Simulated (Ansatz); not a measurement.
Property card for BP

BP:
```yaml
crystal:
  lattice:
    - [3.24060, 0.00000, 0.00000]
    - [-1.62030, 2.80645, 0.00000]
    - [0.00000, 0.00000, 6.90084]
  atoms:
    - { symbol: B, position: [0.50000, 0.00000, 0.50000] }
    - { symbol: B, position: [0.00000, 0.50000, 0.16667] }
    - { symbol: B, position: [0.50000, 0.50000, 0.83333] }
    - { symbol: P, position: [0.50000, 0.00000, 0.00000] }
    - { symbol: P, position: [0.00000, 0.50000, 0.66667] }
    - { symbol: P, position: [0.50000, 0.50000, 0.33333] }
```

Space group P6_222 (No. 180); conventional cell a = 3.2406 Å, b = 3.2406 Å, c = 6.9008 Å, α = 90.00°, β = 90.00°, γ = 120.00°.

Method: DFT-LDA in the program Ansatz with PAW potentials. The cell and atoms are relaxed at this level. Other levels are named where they apply.

**Cell and energy**

```yaml
volume_per_atom: 10.46 Å³
density: 3.32 g/cm³
Formation energy from the elements (no fitted shifts): 0.015 eV/atom
```

**Electronic structure**

```yaml
electronic_character: no gap, with almost no states at the Fermi level (zero-gap or semimetallic)
Density of states at the Fermi level: 0.00 states/eV per atom (mean over ±0.08 eV)
```

**Mechanics**

```yaml
Bulk modulus (Birch–Murnaghan fit): 187 GPa
Pressure derivative B′: 3.9
```

**Phonons**

```yaml
highest_zone_centre_frequency: 783 cm^-1
zone_centre_stability: no imaginary mode at Γ
```

The start of the workflow was typed in or built on a structure type; neither database checked (COD, Materials Project) lists it. It is not the phase usual at ambient conditions (space group No. 216). Symmetry was held in the LDA relaxation. As this level gives no gap, phonon frequencies hold no LO–TO term and depend on the k-mesh and smearing (Fermi–Dirac, 0.1 eV here). The references are the lowest solids computed at this level, not always the standard phases.

Potentials: the earlier of the program's two PAW sets. The files were generated under PBE; for other functionals the program regenerates the frozen cores, and for LDA and PBEsol the local potential too.
